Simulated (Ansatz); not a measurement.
Cu Kα1 powder pattern (kinematic, no thermal factors).
2θ (°) (relative intensity): 19.97 (60), 28.70 (100), 35.21 (59), 40.58 (19), 41.03 (37), 46.04 (28), 50.46 (39), 59.08 (24), 59.43 (12), 62.69 (3), 63.35 (11), 67.31 (16), 70.37 (8), 71.00 (16), 74.45 (12), 77.69 (6), 81.65 (18), 87.82 (2), 89.01 (4)

The pattern is computed from a structure relaxed with DFT PBE, scalar-relativistic, plane waves, PAW (Ansatz). No spin polarisation. Its elements are F, Sn.

Problem. Give the structure.

Solution. SnF.
Space group P4/mmm (No. 123). a = 3.108 Å, b = 3.108 Å, c = 4.443 Å, α = 90.00°, β = 90.00°, γ = 90.00°
```
atom  site  symmetry       x       y       z
  Sn    1a     4/mmm  0.0000  0.0000  0.0000
   F    1b     4/mmm  0.0000  0.0000  0.5000
```

A pattern alone doesn't exclude other cells with like lines; this is the one computed.

The cell was found from a structure generator's guess, not taken from experiment.
